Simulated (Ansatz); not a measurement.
Q: Ga (α-Ga, space group No. 64) is relaxed with PBEsol in the plane-wave PAW code Ansatz. What lattice parameters of the conventional cell result?

A: a = 4.479 Å, b = 7.596 Å, c = 4.486 Å.

Q: Give the free coordinates with the occupied sites.

A: In one choice of origin and axes:

| atom | site | symmetry | x | y | z |
|---|---|---|---|---|---|
| Ga | 8f | m.. | 0.0000 | 0.3440 | 0.4166 |

Space group Cmce (α-Ga). Symmetry was held in the PBEsol relaxation; of distortions, only those at the zone centre were tested. Axis ratios of metals converge slowly with the k-mesh, so a and c are less sure than the volume.

Potentials: the later of the program's two PAW sets.
